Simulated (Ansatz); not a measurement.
Starting cell, Tl (hcp, Mg type):

```
Tl
1.0
    7.03993     0.00000     0.00000
   -1.75998     3.04838     0.00000
    0.00000     0.00000     5.60163
Tl
4
Cartesian
  0.00000   2.03225   4.20122
  3.51996   2.03225   4.20122
  1.75998   1.01613   1.40041
  5.27995   1.01613   1.40041
```

In this cell atom 1 (Tl, nearest neighbour Tl at 3.460 Å; its periodic images, 3.5 Å or more away, move with it) is moved by u·(0.707, 0.707, 0.000) + v·(0.000, 0.000, 1.000); the rest is frozen.

These are r2SCAN (plane waves to 500 eV, PAW, scalar-relativistic; Ansatz, a program for electronic structure) values and carry that method's errors. k mesh 6×12×7 (Γ-centred), Fermi-Dirac smearing 0.05 eV. The energy includes the smearing's −TS. With partly filled bands, energies and forces of such displacements shift with the k mesh and the smearing. Spin-orbit coupling is left out, though Tl is heavy. Tl was relaxed with its symmetry unable to fall. The last digit holds for this mesh only.

Changes of ΔE (eV/cell) from the point u = 0.000 Å, v = 0.000 Å when one coordinate moves alone (two changes are said to add if the coupling is within 5 % of the smaller one, nearly so within 20 %):

```tsv
point	change
u = 0.000 Å, v = -0.520 Å	0.3019
u = 0.000 Å, v = -0.260 Å	0.0718
u = -0.520 Å, v = 0.000 Å	0.2691
u = -0.260 Å, v = 0.000 Å	0.0602
u = 0.260 Å, v = 0.000 Å	0.0565
u = 0.520 Å, v = 0.000 Å	0.2413
u = 0.000 Å, v = 0.260 Å	0.0718
u = 0.000 Å, v = 0.520 Å	0.3019
```

**Question.** Do the two effects add at u = -0.520 Å, v = -0.520 Å? Give the computed change.

**Answer.** The sum of the single changes is 0.2691 + (0.3019) = 0.5710; the calculation gives 0.6345, so the coupling contributes 0.0635 (over 20 % of the smaller single change, not additive).

**Question.** What is the change at u = 0.260 Å, v = -0.260 Å, where both move, and how far is it from the sum?

**Answer.** The sum of the single changes is 0.0565 + (0.0718) = 0.1283; the calculation gives 0.1300, so they add (within 5 % of the smaller single change).

(For displaced atoms, the force is minus the slope of the energy, and its curvature is a force constant, which sets phonon frequencies.)
